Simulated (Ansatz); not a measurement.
ZrMo$_{2}$:
```xyz
6
Lattice="0.0000 3.7661 3.7661 3.7661 0.0000 3.7661 3.7661 3.7661 0.0000" Properties=species:S:1:pos:R:3 pbc="T T T"
Mo     0.9415     0.9415     0.9415
Mo     0.9415     2.8246     2.8246
Mo     2.8246     2.8246     0.9415
Mo     2.8246     0.9415     2.8246
Zr     3.7661     3.7661     3.7661
Zr     5.6492     5.6492     5.6492
```

Relaxed with PBEsol. Special points in fractions of this cell's reciprocal vectors: Γ (0.000, 0.000, 0.000); X (0.500, 0.000, 0.500); U (0.625, 0.250, 0.625); K (0.375, 0.375, 0.750); L (0.500, 0.500, 0.500); W (0.500, 0.250, 0.750).

Problem. List the band energies nearest the Fermi level at these points for plane-wave PAW PBEsol with spin–orbit coupling (Ansatz code).

Solution. In eV from the Fermi level; about four levels below and three above (degenerate sets whole), none deeper than 8.9 eV; points with the same levels are listed once.

```tsv
k	below	above
Γ	-0.65 -0.65 -0.65 -0.65	0.27 0.27 0.33 0.33 0.33 0.33
X	-0.58 -0.58 -0.58 -0.58	1.35 1.35 1.35 1.35
U	-0.55 -0.55 -0.41 -0.41	0.25 0.25 0.65 0.65
L	-0.98 -0.98 -0.83 -0.83	1.28 1.28 1.30 1.30
W	-0.33 -0.33 -0.28 -0.28	0.55 0.55 0.73 0.73
```

Space group Fd-3m (cubic Laves (MgCu2 type)). The workflow started from an entry of the Crystallography Open Database (COD). Its standing as an ambient phase is unchecked. The PBEsol relaxation kept the symmetry of its start; its stability against distortions is not shown here. The run is not spin-polarised.

Potentials: the later of the program's two PAW sets.
